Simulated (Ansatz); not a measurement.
# IrAu$_{2}$: reading a single point

```
Au Ir
1.0
     0.00000    3.79482    3.79482
     3.79482    0.00000    3.79482
     3.79482    3.79482    0.00000
Au Ir
4 2
Cartesian
  0.0000 0.0000 0.0000
  0.0000 1.8974 1.8974
  1.8974 1.8974 0.0000
  1.8974 0.0000 1.8974
  2.8461 2.8461 2.8461
  4.7435 4.7435 4.7435
```

Single point in Ansatz 0.2.0 with m-r2SCAN, no spin polarisation. Cutoff 500 eV, PAW datasets, 8×8×8 Γ-centred k mesh, fermi-dirac filling (width 0.1 eV).

**Question.** Metal or insulator?

**Answer.** It is a metal, with about 8.1 states/eV a cell as the mean within 0.25 eV of the Fermi level, mostly Ir d (85 %).

**Question.** Which element gives electrons and which takes them?

**Answer.** Bader charges in e: Ir +0.06, Au -0.03. In the mean Ir gives up most and Au takes most.

**Question.** What do density and ELF say about some of the short contacts?

**Answer.** Au–Au at 2.68 Å: least valence density 0.40 e/Å³ and ELF 0.22 there. Au–Ir at 3.15 Å: least valence density 0.19 e/Å³ and ELF 0.19 there. Ir–Ir at 3.29 Å: least valence density 0.18 e/Å³ and ELF 0.27 there. These are pseudo-fields; inside the PAW spheres they differ from the all-electron ones.

**Question.** Is it stable against the elements?

**Answer.** 0.96 eV an atom against the elements' usual phases (free molecules for gases, crystals otherwise, with no correction for O₂ or N₂), so at this geometry it isn't bound against them. Relaxing would lower it.

**Question.** Is the cell too large or too small?

**Answer.** The pressure is -7.2 GPa (compression positive), so with the atoms held at these fractions the cell would first shrink.

Origin: a known structure type with other elements, at an estimated volume, so it need not be a known compound. Caveats: many states at the Fermi level without spin polarisation, so a magnetic state may lie lower; m-r2SCAN is r2SCAN with a changed spin dependence that lowers moments.
